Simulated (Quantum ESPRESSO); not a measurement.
GaP has the cubic space group F-43m (No. 216), the zinc blende structure, Pearson symbol cF8. Lattice parameters: a = 5.4399 Å, b = 5.4399 Å, c = 5.4399 Å, α = 90.00°, β = 90.00°, γ = 90.00°. P on 4c has 4 Ga at 2.356 Å (tetrahedral). Ga on 4a has 4 P at 2.356 Å (tetrahedral). (Neighbours: up to the widest gap in distance over summed covalent radii, below 1.35, at either atom.)
(The calculation used a cell of 2 atoms; values per cell refer to that cell.)

Cell and atoms were relaxed with PBEsol from Materials Project entry mp-2490, within its symmetry.

Q: What does PBE (pw.x of Quantum ESPRESSO, ONCV potentials, no spin-orbit coupling) give for the electronic structure near the Fermi level?

A: The PBE gap is indirect, 1.59 eV, from Γ to 82 % of the way from Γ to X; the smallest direct gap is 1.87 eV. Spin-orbit splittings are left out.
